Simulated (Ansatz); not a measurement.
GaP (zinc blende)

```
CELL_PARAMETERS angstrom
      0.00000     2.75322     2.75322
      2.75322     0.00000     2.75322
      2.75322     2.75322     0.00000
ATOMIC_POSITIONS crystal
  P  0.75000 0.75000 0.75000
  Ga 0.00000 0.00000 0.00000
```

All values below come from PBE (plane waves to 420 eV, PAW, scalar-relativistic; Ansatz, an electronic-structure program). Harmonic phonons by density-functional perturbation theory on a 8×8×8 k mesh, in cm⁻¹; i marks imaginary ones, q is in fractions of the reciprocal vectors of the cell shown, and the three acoustic modes at Γ are left out. The non-analytic (LO-TO) term is not included, so polar modes at Γ have their transverse values. GaP was relaxed with its symmetry unable to fall. The PAW data are Ansatz's earlier set.

### Question
Does any mode at Γ, L = (0.5, 0.0, 0.0), X = (0.5, 0.5, 0.0) come out imaginary?

### Answer
No imaginary mode at these points (lowest 80 cm⁻¹ at L = (0.5, 0.0, 0.0)); other wave vectors were not tested.

### Question
Predict the phonon wavenumbers at Γ, L = (0.5, 0.0, 0.0), X = (0.5, 0.5, 0.0).

### Answer
```csv
q,wavenumbers (cm⁻¹)
Γ,345 (×3)
"L = (0.5, 0.0, 0.0)","80 (×2), 224, 342 (×2), 352"
"X = (0.5, 0.5, 0.0)","102 (×2), 241, 341 (×2), 349"
```
